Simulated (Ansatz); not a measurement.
Values for one crystal, relaxed and computed with DFT-r²SCAN in the program Ansatz with PAW potentials; other levels are named.

| Quantity | Result |
|---|---|
| Volume per atom | 29.47 Å³ |
| Band gap | 2.37 eV (direct) |
| Gap with spin–orbit coupling | 2.09 eV |
| Hole effective mass | 0.22, 2.3, 2.3 mₑ (principal values) |
| Electron effective mass | 0.33, 2.9, 2.9 mₑ (principal values) |
| Formation energy from the elements (no fitted shifts) | -0.15 eV/atom |
| Pressure derivative B′ | 6.9 |

Task: Which compound is it?
A) AuBr, I4_1/amd (Au on 8c, Br on 8e)
B) HfSiO4, I4_1/amd (O on 16h, Si on 4b, Hf on 4a)
C) AgCl, rock salt
D) GdBr3, C2/m (Gd on 4g, Br on 4i, Br on 8j)

Result: A, AuBr, I4_1/amd (Au on 8c, Br on 8e)

The workflow started from an entry of the Crystallography Open Database (COD), which files this formula under 2 space groups. Its standing as an ambient phase is unchecked. The cell was relaxed with r²SCAN under the symmetry of its start; its stability against distortions is not shown here. The references are the lowest solids computed at this level, not always the standard phases. Spin–orbit coupling is left out wherever it is not named.

Potentials: the later of the program's two PAW sets.
